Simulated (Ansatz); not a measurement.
A scan (energy against volume; even scaling of the relaxed cell, symmetry kept) gave these values. Level of theory: PBEsol (plane waves to 420 eV, PAW, scalar-relativistic; Ansatz, an electronic-structure program).

* **Bulk modulus at fixed cell shape B₀ (third-order Birch-Murnaghan fit)**: 207 GPa
* **Pressure derivative B₀′ (fit)**: 4.8
* **Equilibrium volume of the fit**: 10.96 Å³/atom

Question: Of these crystals, all scanned alike, which one is it?
(A) HfO₂ (tetragonal-ZrO2 type, space group P4_2/nmc)
(B) SiO₂ (alpha-cristobalite type, space group P4_12_12)
(C) LiTaO₃ (LiNbO3 type, space group R3c)
(D) IrO₂ (rutile)

Answer: A, HfO₂ (tetragonal-ZrO2 type, space group P4_2/nmc). The others have, for the bulk modulus at fixed cell shape: LiTaO3 125 GPa, IrO2 305 GPa, SiO2 14.2 GPa

All were relaxed with their symmetry unable to fall. HfO2 is run without spin polarisation. IrO2 is run without spin polarisation and with no Hubbard U. LiTaO3 is run without spin polarisation. Spin-orbit coupling is left out. The PAW data are Ansatz's earlier set. This is a high-temperature form of HfO2. With the shape held, the modulus is that of even scaling; a crystal free to change shape is softer.

(Under strain, the slope of the energy per volume gives the stress and its curvature an elastic modulus.)
